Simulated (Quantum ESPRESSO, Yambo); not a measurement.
Quasiparticle gap of BaCu2S2

```xyz
5
Lattice="-1.9510 1.9510 6.3251 1.9510 -1.9510 6.3251 1.9510 1.9510 -6.3251" Properties=species:S:1:pos:R:3 pbc="T T T"
S      0.0000     0.0000     8.1088
S      0.0000     0.0000     4.5413
Cu     0.0000     1.9510     3.1625
Cu     1.9510     0.0000     3.1625
Ba     0.0000     0.0000     0.0000
```

The geometry is that of Materials Project entry mp-4255, symmetrised and not relaxed again.

Starting point: PBEsol (Quantum ESPRESSO, PseudoDojo norm-conserving, 92 Ry, without SOC). G0W0 in Yambo: 4×4×4 Γ-centred k mesh, bands 9 to 116 and a 6 Ry block in the screening, 116 bands in G with the Bruneval-Gonze terminator, plasmon pole fitted at 27.2 eV.

PBEsol gap along the band path: 0.44 eV
PBEsol gap between the mesh's edge points (Γ → Γ): 0.44 eV
G0W0 gap between the same points: 0.99 eV

```tsv
k point	band	E PBEsol (eV)	E QP (eV)	shift (eV)	Z
Γ	VB	0.00	-0.37	-0.37	0.75
Γ	CB	0.44	0.63	0.19	0.81
X	VB	-1.06	-1.43	-0.37	0.71
X	CB	2.16	2.48	0.31	0.80
N	VB	-0.41	-0.79	-0.38	0.74
N	CB	1.37	1.61	0.24	0.80
P	VB	-1.08	-1.46	-0.38	0.71
P	CB	2.84	3.15	0.31	0.80
Z	VB	-0.09	-0.45	-0.37	0.75
Z	CB	0.63	0.83	0.20	0.80
```

Energies count from the PBEsol valence-band maximum.

Convergence of the G0W0 settings was not tested.

The filled Cu 3d shell has no Hubbard U; semilocal functionals place it too high.

The structure is a Materials Project entry; no match was found in the copy of COD used, and its stability was not checked.
